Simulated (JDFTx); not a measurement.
An input for JDFTx (a modified build) (Rh(111), linear PCM (GLSSA13), water, 1 M NaCl; bohr, hartree) and the course of its log:

```
lattice \
  5.0856823471 2.5428411736 0.0000000000 \
  0.0000000000 4.4043301034 0.0000000000 \
  0.0000000000 0.0000000000 42.7078104165
coords-type Lattice
ion Rh 0.0000000000 0.0000000000 -0.1458436600 0
ion Rh 0.3333333333 0.3333333333 -0.0486145530 0
ion Rh 0.6666666667 0.6666666667 0.0486145530 0
ion Rh 0.0000000000 0.0000000000 0.1458436600 0
ion-species pseudo/rh_pbe_v1.4.upf
elec-cutoff 20 100
elec-ex-corr gga-PBE
coulomb-interaction Slab 001
coulomb-truncation-embed 0 0 0
kpoint-folding 10 10 1
elec-smearing Fermi 0.01
elec-n-bands 41
target-mu -0.161330
electronic-scf nIterations 100 energyDiffThreshold 1e-07 mixedVariable Potential
fluid LinearPCM
pcm-variant GLSSA13
fluid-solvent H2O
fluid-cation Na+ 1
fluid-anion Cl- 1
fluid-minimize nIterations 400 knormThreshold 1e-11
wavefunction read f0.wfns
elec-initial-eigenvals f0.eigenvals
elec-initial-fillings read f0.fillings
fluid-initial-state f0.fluidState
dump-name f0_u0.$VAR
dump End State Ecomponents EigStats BandEigs Forces ElecDensity IonicPositions Fillings Kpoints Dtot FluidDebug BoundCharge FluidDensity
```

```
[one cycle in 5 is shown, and the last three; fluid-solver lines are left out]
	FillingsUpdate:  mu: -0.161330000  nElectrons: 63.201666
SCF: Cycle:  0   G: -309.736620542235244   dG: +6.839e+00   |Residual|: 1.231e+00   |deigs|: 9.227e-07
	FillingsUpdate:  mu: -0.161330000  nElectrons: 42.866223
SCF: Cycle:  5   G: +285.577198182766438   dG: +2.238e+02   |Residual|: 6.074e+01   |deigs|: 2.724e-02
	FillingsUpdate:  mu: -0.161330000  nElectrons: 30.762344
SCF: Cycle: 10   G: +678.909004119756673   dG: +1.811e+02   |Residual|: 4.006e+02   |deigs|: 5.111e-03
	FillingsUpdate:  mu: -0.161330000  nElectrons: 82.000000
SCF: Cycle: 15   G: +1858.385259823873639   dG: -2.444e+02   |Residual|: 7.355e+02   |deigs|: 1.008e+01
	FillingsUpdate:  mu: -0.161330000  nElectrons: 82.000000
SCF: Cycle: 20   G: +866.005514562060853   dG: -1.726e+02   |Residual|: 4.002e+02   |deigs|: 1.306e+01
	FillingsUpdate:  mu: -0.161330000  nElectrons: 82.000000
SCF: Cycle: 25   G: +875.895292995618320   dG: -5.936e+01   |Residual|: 3.593e+02   |deigs|: 3.991e+01
	FillingsUpdate:  mu: -0.161330000  nElectrons: 82.000000
SCF: Cycle: 30   G: +874.861379449786000   dG: +3.974e-01   |Residual|: 5.068e+02   |deigs|: 1.518e+01
	FillingsUpdate:  mu: -0.161330000  nElectrons: 82.000000
SCF: Cycle: 35   G: +589.012738098816840   dG: -2.421e+01   |Residual|: 1.715e+02   |deigs|: 2.249e+01
	FillingsUpdate:  mu: -0.161330000  nElectrons: 82.000000
SCF: Cycle: 40   G: +1455.123909289753556   dG: +1.960e+02   |Residual|: 5.200e+02   |deigs|: 1.489e+01
	FillingsUpdate:  mu: -0.161330000  nElectrons: 82.000000
SCF: Cycle: 45   G: +881.152039638328915   dG: -8.286e+01   |Residual|: 4.928e+02   |deigs|: 2.290e+01
	FillingsUpdate:  mu: -0.161330000  nElectrons: 82.000000
SCF: Cycle: 50   G: +750.535660103045757   dG: -2.242e+02   |Residual|: 3.897e+02   |deigs|: 2.430e+01
	FillingsUpdate:  mu: -0.161330000  nElectrons: 82.000000
SCF: Cycle: 55   G: +653.300037921620515   dG: -2.045e+01   |Residual|: 1.433e+02   |deigs|: 6.701e+01
	FillingsUpdate:  mu: -0.161330000  nElectrons: 82.000000
SCF: Cycle: 60   G: +749.997709494177343   dG: +1.261e+02   |Residual|: 2.926e+02   |deigs|: 3.156e+00
	FillingsUpdate:  mu: -0.161330000  nElectrons: 82.000000
SCF: Cycle: 65   G: +625.621752783164197   dG: +4.438e+00   |Residual|: 1.667e+02   |deigs|: 6.059e+00
	FillingsUpdate:  mu: -0.161330000  nElectrons: 82.000000
SCF: Cycle: 70   G: +644.762738363230596   dG: +2.282e+01   |Residual|: 1.370e+02   |deigs|: 6.607e+00
	FillingsUpdate:  mu: -0.161330000  nElectrons: 82.000000
SCF: Cycle: 75   G: +647.253384599861647   dG: +5.300e+00   |Residual|: 1.188e+02   |deigs|: 7.028e+00
	FillingsUpdate:  mu: -0.161330000  nElectrons: 82.000000
SCF: Cycle: 80   G: +656.043952049473432   dG: +3.096e+01   |Residual|: 1.965e+02   |deigs|: 4.197e+00
	FillingsUpdate:  mu: -0.161330000  nElectrons: 82.000000
SCF: Cycle: 85   G: +589.922620578747228   dG: -7.715e+00   |Residual|: 1.585e+02   |deigs|: 2.717e+00
	FillingsUpdate:  mu: -0.161330000  nElectrons: 82.000000
SCF: Cycle: 90   G: +595.157921972833719   dG: +3.247e+01   |Residual|: 1.698e+02   |deigs|: 3.656e+00
	FillingsUpdate:  mu: -0.161330000  nElectrons: 82.000000
SCF: Cycle: 95   G: +647.878967915015437   dG: -1.377e+01   |Residual|: 2.469e+02   |deigs|: 4.957e+00
	FillingsUpdate:  mu: -0.161330000  nElectrons: 82.000000
SCF: Cycle: 97   G: +645.417759515602143   dG: -2.160e+01   |Residual|: 2.369e+02   |deigs|: 5.319e+00
	FillingsUpdate:  mu: -0.161330000  nElectrons: 82.000000
SCF: Cycle: 98   G: +654.193320656272476   dG: +8.776e+00   |Residual|: 2.464e+02   |deigs|: 2.559e+00
	FillingsUpdate:  mu: -0.161330000  nElectrons: 82.000000
SCF: Cycle: 99   G: +647.658157464770852   dG: -6.535e+00   |Residual|: 2.426e+02   |deigs|: 1.693e+00
SCF: None of the convergence criteria satisfied after 100 iterations.
IonicMinimize: Iter:   0  G: +647.658157464770852  |grad|_K:  0.000e+00
IonicMinimize: Converged (|grad|_K<1.000000e-04).
```

This run gave no converged result. The electronic loop ended without meeting its threshold, so the last energy, electron count and forces aren't results.
